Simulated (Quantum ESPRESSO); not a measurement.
# ZnSiGa2N4: one run as intended and one with a planted mistake

Computed values, not a measurement. The program is pw.x of Quantum ESPRESSO 7.5 (plane-wave density functional theory). The cell is made up: 8 atoms on a zincblende/diamond lattice, with randomly drawn elements, strain and displacements, not relaxed. PseudoDojo standard norm-conserving files (v0.5 for PBE, v0.4.1 for LDA and PBEsol) set the functional; there is no spin polarisation, spin-orbit coupling or dispersion term, and the masses in the input are unused placeholders.

Intended input:

```
&control calculation='scf', pseudo_dir='./dojo.nc.sr.pbe.v0_5.standard.upf', outdir='./o', disk_io='medium', tprnfor=.true., tstress=.true. /
&system ibrav=0, nat=8, ntyp=4, nbnd=41, ecutwfc=84.00895049, nosym=.true., tot_charge=0,
 occupations='smearing', smearing='fd', degauss=0.0018374661
/
&electrons conv_thr=7.350e-09, electron_maxstep=60, /
ATOMIC_SPECIES
Ga 1.0 Ga.upf
N 1.0 N.upf
Si 1.0 Si.upf
Zn 1.0 Zn.upf
CELL_PARAMETERS angstrom
4.4825 0.0 0.0
0.0 4.4825 0.0
0.0 0.0 4.4825
ATOMIC_POSITIONS angstrom
Zn -0.0481 -0.0069 0.0445
Si 0.0802 2.2328 2.2132
Ga 2.1551 -0.0242 2.2576
Ga 2.293 2.2474 0.0056
N 1.182 1.0905 1.0516
N 1.1851 3.3708 3.3651
N 3.3803 1.1161 3.3725
N 3.3039 3.3345 1.2104
K_POINTS automatic
4 4 4 1 1 1
```

The log is shortened where brackets say so; the opening notice, blank lines, dates and the lines on written files are dropped, and the path of the files is cut. It prints rydbergs, bohrs and kilobars, and counts compression as positive stress.

Log of the intended run:

```
     Program PWSCF v.7.5
     Parallel version (MPI & OpenMP), running on       1 processor cores
     Number of MPI processes:                 1
     Threads/MPI process:                     1
     [start-up lines left out]
     bravais-lattice index     =            0
     lattice parameter (alat)  =       8.4707  a.u.
     unit-cell volume          =     607.7955 (a.u.)^3
     number of atoms/cell      =            8
     number of atomic types    =            4
     number of electrons       =        70.00
     number of Kohn-Sham states=           41
     kinetic-energy cutoff     =      84.0090  Ry
     charge density cutoff     =     336.0358  Ry
     scf convergence threshold =      7.3E-09
     mixing beta               =       0.7000
     number of iterations used =            8  plain     mixing
     Exchange-correlation= PBE
                           (   1   4   3   4   0   0   0)
     [axes and pseudopotential details left out]
   Cartesian axes
     site n.     atom                  positions (alat units)
         1        Zn     tau(   1) = (  -0.0107306  -0.0015393   0.0099275  )
         2        Si     tau(   2) = (   0.0178918   0.4981149   0.4937423  )
         3        Ga     tau(   3) = (   0.4807808  -0.0053988   0.5036475  )
         4        Ga     tau(   4) = (   0.5115449   0.5013720   0.0012493  )
         5        N      tau(   5) = (   0.2636921   0.2432794   0.2346012  )
         6        N      tau(   6) = (   0.2643837   0.7519911   0.7507195  )
         7        N      tau(   7) = (   0.7541104   0.2489905   0.7523703  )
         8        N      tau(   8) = (   0.7370664   0.7438929   0.2700279  )
     number of k points=    32  Fermi-Dirac smearing, width (Ry)=  0.0018
                       cart. coord. in units 2pi/alat
        k(    1) = (   0.1250000   0.1250000   0.1250000), wk =   0.0625000
        k(    2) = (   0.1250000   0.1250000   0.3750000), wk =   0.0625000
     [further k points left out]
     Dense  grid:    63077 G-vectors     FFT dimensions: (  50,  50,  50)
     Estimated max dynamical RAM per process >      84.11 MB
     Initial potential from superposition of free atoms
     starting charge      69.9939, renormalised to      70.0000
     Starting wfcs are   48 randomized atomic wfcs
     total cpu time spent up to now is        7.3 secs
     per-process dynamical memory:    47.3 Mb
     Self-consistent Calculation
     iteration #  1     ecut=    84.01 Ry     beta= 0.70
     Davidson diagonalization with overlap
     ethr =  1.00E-02,  avg # of iterations =  3.2
     total cpu time spent up to now is       23.2 secs
     total energy              =    -814.69559459 Ry
     estimated scf accuracy    <       2.03278539 Ry
     iteration #  2     ecut=    84.01 Ry     beta= 0.70
     Davidson diagonalization with overlap
     ethr =  2.90E-03,  avg # of iterations =  3.0
     total cpu time spent up to now is       36.0 secs
     total energy              =    -815.27346017 Ry
     estimated scf accuracy    <       2.10584001 Ry
     [iterations 3 to 11 left out]
     iteration # 12     ecut=    84.01 Ry     beta= 0.70
     Davidson diagonalization with overlap
     ethr =  5.02E-11,  avg # of iterations =  4.0
     total cpu time spent up to now is      176.2 secs
     total energy              =    -815.64100065 Ry
     estimated scf accuracy    <       0.00000001 Ry
     iteration # 13     ecut=    84.01 Ry     beta= 0.70
     Davidson diagonalization with overlap
     ethr =  1.45E-11,  avg # of iterations =  2.0
     total cpu time spent up to now is      186.4 secs
     End of self-consistent calculation
     [lines on levels left out]
!    total energy              =    -815.64100065 Ry
     estimated scf accuracy    <          5.0E-10 Ry
     smearing contrib. (-TS)   =      -0.00000000 Ry
     internal energy E=F+TS    =    -815.64100065 Ry
     The total energy is F=E-TS. E is the sum of the following terms:
     one-electron contribution =    -469.17749326 Ry
     hartree contribution      =     283.80253108 Ry
     xc contribution           =    -156.63698392 Ry
     ewald contribution        =    -473.62905455 Ry
     convergence has been achieved in  13 iterations
     Forces acting on atoms (cartesian axes, Ry/au):
     atom    1 type  4   force =    -0.00011576   -0.02320710   -0.00978650
     atom    2 type  3   force =    -0.04701153   -0.00318146    0.02483206
     atom    3 type  1   force =     0.07022302    0.04577514   -0.00359558
     atom    4 type  1   force =     0.00718711   -0.00409793   -0.01548029
     atom    5 type  2   force =    -0.06933276    0.09067628    0.09987530
     atom    6 type  2   force =    -0.10389022   -0.10493059   -0.04056287
     atom    7 type  2   force =     0.04434310    0.06763266   -0.09891962
     atom    8 type  2   force =     0.09859704   -0.06866700    0.04363751
     Total force =     0.299897     Total SCF correction =     0.000026
     Computing stress (Cartesian axis) and pressure
          total   stress  (Ry/bohr**3)                   (kbar)     P=        2.72
  -0.00009077   0.00009517  -0.00003743          -13.35       14.00       -5.51
   0.00009517   0.00007946  -0.00022093           14.00       11.69      -32.50
  -0.00003743  -0.00022093   0.00006675           -5.51      -32.50        9.82
     init_run     :      6.53s CPU      7.09s WALL (       1 calls)
     electrons    :    174.02s CPU    179.12s WALL (       1 calls)
     forces       :      1.91s CPU      1.94s WALL (       1 calls)
     stress       :      6.95s CPU      7.00s WALL (       1 calls)
     [timing details left out]
     PWSCF        :   3m 9.64s CPU   3m15.50s WALL
     JOB DONE.
```

A second run has one planted mistake: the plane-wave cutoff is too low. The input lines that differ, file-writing options aside:

```
- &system ibrav=0, nat=8, ntyp=4, nbnd=41, ecutwfc=84.00895049, nosym=.true., tot_charge=0,
+ &system ibrav=0, nat=8, ntyp=4, nbnd=41, ecutwfc=57.25544395, nosym=.true., tot_charge=0,
```

Its log:

```
     Program PWSCF v.7.5
     Parallel version (MPI & OpenMP), running on       1 processor cores
     Number of MPI processes:                 1
     Threads/MPI process:                     1
     [start-up lines left out]
     bravais-lattice index     =            0
     lattice parameter (alat)  =       8.4707  a.u.
     unit-cell volume          =     607.7955 (a.u.)^3
     number of atoms/cell      =            8
     number of atomic types    =            4
     number of electrons       =        70.00
     number of Kohn-Sham states=           41
     kinetic-energy cutoff     =      57.2554  Ry
     charge density cutoff     =     229.0218  Ry
     scf convergence threshold =      7.3E-09
     mixing beta               =       0.7000
     number of iterations used =            8  plain     mixing
     Exchange-correlation= PBE
                           (   1   4   3   4   0   0   0)
     [axes and pseudopotential details left out]
   Cartesian axes
     site n.     atom                  positions (alat units)
         1        Zn     tau(   1) = (  -0.0107306  -0.0015393   0.0099275  )
         2        Si     tau(   2) = (   0.0178918   0.4981149   0.4937423  )
         3        Ga     tau(   3) = (   0.4807808  -0.0053988   0.5036475  )
         4        Ga     tau(   4) = (   0.5115449   0.5013720   0.0012493  )
         5        N      tau(   5) = (   0.2636921   0.2432794   0.2346012  )
         6        N      tau(   6) = (   0.2643837   0.7519911   0.7507195  )
         7        N      tau(   7) = (   0.7541104   0.2489905   0.7523703  )
         8        N      tau(   8) = (   0.7370664   0.7438929   0.2700279  )
     number of k points=    32  Fermi-Dirac smearing, width (Ry)=  0.0018
                       cart. coord. in units 2pi/alat
        k(    1) = (   0.1250000   0.1250000   0.1250000), wk =   0.0625000
        k(    2) = (   0.1250000   0.1250000   0.3750000), wk =   0.0625000
     [further k points left out]
     Dense  grid:    35585 G-vectors     FFT dimensions: (  45,  45,  45)
     Estimated max dynamical RAM per process >      50.51 MB
     Check: negative core charge=   -0.000028
     Initial potential from superposition of free atoms
     starting charge      69.9939, renormalised to      70.0000
     Starting wfcs are   48 randomized atomic wfcs
     total cpu time spent up to now is        3.9 secs
     per-process dynamical memory:    31.7 Mb
     Self-consistent Calculation
     iteration #  1     ecut=    57.26 Ry     beta= 0.70
     Davidson diagonalization with overlap
     ethr =  1.00E-02,  avg # of iterations =  3.2
     total cpu time spent up to now is       12.4 secs
     total energy              =    -814.35878555 Ry
     estimated scf accuracy    <       2.02513058 Ry
     iteration #  2     ecut=    57.26 Ry     beta= 0.70
     Davidson diagonalization with overlap
     ethr =  2.89E-03,  avg # of iterations =  3.0
     total cpu time spent up to now is       20.2 secs
     total energy              =    -814.93805927 Ry
     estimated scf accuracy    <       2.07162157 Ry
     [iterations 3 to 10 left out]
     iteration # 11     ecut=    57.26 Ry     beta= 0.70
     Davidson diagonalization with overlap
     ethr =  1.48E-09,  avg # of iterations =  2.1
     total cpu time spent up to now is       88.2 secs
     total energy              =    -815.30026685 Ry
     estimated scf accuracy    <       0.00000001 Ry
     iteration # 12     ecut=    57.26 Ry     beta= 0.70
     Davidson diagonalization with overlap
     ethr =  1.85E-11,  avg # of iterations =  4.1
     total cpu time spent up to now is       96.5 secs
     End of self-consistent calculation
     [lines on levels left out]
!    total energy              =    -815.30026686 Ry
     estimated scf accuracy    <          6.6E-09 Ry
     smearing contrib. (-TS)   =      -0.00000000 Ry
     internal energy E=F+TS    =    -815.30026686 Ry
     The total energy is F=E-TS. E is the sum of the following terms:
     one-electron contribution =    -468.19061687 Ry
     hartree contribution      =     282.99339701 Ry
     xc contribution           =    -156.47399244 Ry
     ewald contribution        =    -473.62905456 Ry
     convergence has been achieved in  12 iterations
     Forces acting on atoms (cartesian axes, Ry/au):
     atom    1 type  4   force =    -0.00023913   -0.02315011   -0.00991554
     atom    2 type  3   force =    -0.04700389   -0.00318949    0.02487397
     atom    3 type  1   force =     0.06912491    0.04472323   -0.00355900
     atom    4 type  1   force =     0.00713879   -0.00408740   -0.01523193
     atom    5 type  2   force =    -0.06829469    0.09113933    0.10003388
     atom    6 type  2   force =    -0.10268415   -0.10460876   -0.04173003
     atom    7 type  2   force =     0.04442633    0.06863683   -0.09912585
     atom    8 type  2   force =     0.09753183   -0.06946364    0.04465450
     Total force =     0.299352     Total SCF correction =     0.000096
     Computing stress (Cartesian axis) and pressure
          total   stress  (Ry/bohr**3)                   (kbar)     P=     -729.32
  -0.00506435   0.00009539  -0.00004154         -744.99       14.03       -6.11
   0.00009539  -0.00489796  -0.00021659           14.03     -720.51      -31.86
  -0.00004154  -0.00021659  -0.00491116           -6.11      -31.86     -722.46
     init_run     :      3.54s CPU      3.78s WALL (       1 calls)
     electrons    :     90.06s CPU     92.60s WALL (       1 calls)
     forces       :      0.84s CPU      0.85s WALL (       1 calls)
     stress       :      3.29s CPU      3.32s WALL (       1 calls)
     [timing details left out]
     PWSCF        :   1m37.93s CPU   1m40.85s WALL
     JOB DONE.
```

|  | intended run | run with the mistake |
| --- | --- | --- |
| free energy (eV) | -11097.361 | -11092.725 |
| smearing term -TS (eV) | 0.0000 | 0.0000 |
| pressure (GPa) | 0.27 | -72.93 |
| largest force component (eV/Å) | 2.698 | 2.690 |
| largest change of a force component (eV/Å) |  | 0.031 |
| iterations | 13 | 12 |

For scale, a rerun of the intended cell at 1437 eV and a 6 x 6 x 6 mesh moved values by no more than 0.004 eV in energy, 0.02 GPa in stress and 0.002 eV/Å in force.